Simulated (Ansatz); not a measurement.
Data sheet: Ag3SI (DFT)

Ag$_{3}$SI:
```yaml
crystal:
  lattice:
    - [3.40325, 1.96487, 2.76052]
    - [-3.40325, 1.96487, 2.76052]
    - [0.00000, -3.92974, 2.76052]
  atoms:
    - { symbol: Ag, position: [0.53853, 0.87414, 0.01959] }
    - { symbol: Ag, position: [0.01959, 0.53853, 0.87414] }
    - { symbol: Ag, position: [0.87414, 0.01959, 0.53853] }
    - { symbol: S, position: [0.04558, 0.04558, 0.04558] }
    - { symbol: I, position: [0.49106, 0.49106, 0.49106] }
```

Space group R3 (No. 146); conventional cell a = b = 6.807 Å, c = 8.282 Å, α = β = 90.00°, γ = 120.00°.

Method: DFT-PBEsol in the program Ansatz with PAW potentials. Geometry: relaxed at this level of theory. Other levels are named where they apply.

Cell and energy:

```yaml
volume_per_atom: 22.15 Å³
density: 7.24 g/cm³
Formation energy from the elements (no fitted shifts): -0.073 eV/atom
```

Electronic structure:

```yaml
band_gap: 0.51 eV (indirect)
valence_band_maximum: off the standard path, at k = (0.057, 0.333, -0.380) in fractions of the reciprocal vectors
conduction_band_minimum: at Γ
smallest_direct_gap_on_the_standard_path: 0.86 eV
electron_effective_mass: 0.18, 0.19, 0.19 mₑ (principal values)
hole_effective_mass: 0.62, 1.1, 1.8 mₑ (principal values)
HSE06 gap on the PBEsol cell: 1.51 eV
Gap with spin–orbit coupling: 0.38 eV
```

Mechanics:

```yaml
Bulk modulus (Birch–Murnaghan fit): 56.3 GPa
Pressure derivative B′: 6.0
```

Dielectric response:

```yaml
Electronic dielectric constant ε∞ (DFPT): 9.76 (xx = yy), 9.98 (zz)
Born charges (a third of the trace): Ag +1.20, S -1.85, I -1.76 e
```

The workflow started from an entry of the Crystallography Open Database (COD), which files this formula under 2 space groups. Its standing as an ambient phase is unchecked. The PBEsol relaxation kept the symmetry of its start; its stability against distortions is not shown here. No spin polarisation was allowed. The references are the lowest solids computed at this level, not always the standard phases. Spin–orbit coupling is left out wherever it is not named.

Potentials: the later of the program's two PAW sets.
